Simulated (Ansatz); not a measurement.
Ga (diamond, Fd-3m) at seven volumes, PBE in the plane-wave PAW code Ansatz, scaled uniformly. One row is withheld.

| V (Å³/atom) | P (GPa) |
|---|---|
| 23.102 | ? |
| 23.864 | 2.66 |
| 24.625 | 1.21 |
| 25.387 | 0.01 |
| 26.149 | -0.98 |
| 26.910 | -1.82 |
| 27.672 | -2.44 |

Task: Fit the shown pressures and predict the withheld one.

Result: P = (3/2)B₀(x^(7/2) − x^(5/2))[1 + (3/4)(B′ − 4)(x − 1)] with x = (V₀/V)^(2/3). Least squares on the six rows gives V₀ = 25.389 Å³/atom, B₀ = 36.2 GPa, B′ = 5.55. At V = 23.102, x = 1.0650 and P = 4.44 GPa. The run itself gave 4.37 GPa.

The start of the workflow was typed in or built on a structure type; neither database checked (COD, Materials Project) lists it. It is not the phase usual at ambient conditions (space group No. 64). The PBE relaxation kept the symmetry of its start; its stability against distortions is not shown here. The volume moved by -17 % from the start of the relaxation.

Potentials: the later of the program's two PAW sets.
